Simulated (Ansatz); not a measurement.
TiSb₂ in space group I4/mcm (No. 140; Sb on 8h, Ti on 4a), PBEsol in the plane-wave PAW code Ansatz, all energies at zero smearing, with the estimated change up to a 700 eV cutoff added, with one set of potentials and settings (totals compare only within such a set). Cell of 6 atoms (4 Sb, 2 Ti): -30582.970 eV.

```csv
element,reference phase,E (eV/atom)
Sb,"R-3m, 2 atoms in the cell",-6408.0873
Ti,"P6/mmm, 3 atoms in the cell",-2473.9117
```

Formation energy per atom, worked out: (-30582.970 − 4×(-6408.0873) − 2×(-2473.9117))/6 = -0.466 eV/atom (-45 kJ per mol of atoms), at 0 K, without zero-point energy or fitted corrections.

The workflow started from an entry of the Crystallography Open Database (COD, 293 K). Its standing as an ambient phase is unchecked. The cell was relaxed with PBEsol under the symmetry of its start; of distortions, only those at the zone centre were tested. The run is not spin-polarised. The references are the lowest solids computed at this level, not always the standard phases. Scalar-relativistic: spin–orbit coupling is off unless named, which matters more the heavier the elements.

Potentials: the later of the program's two PAW sets.
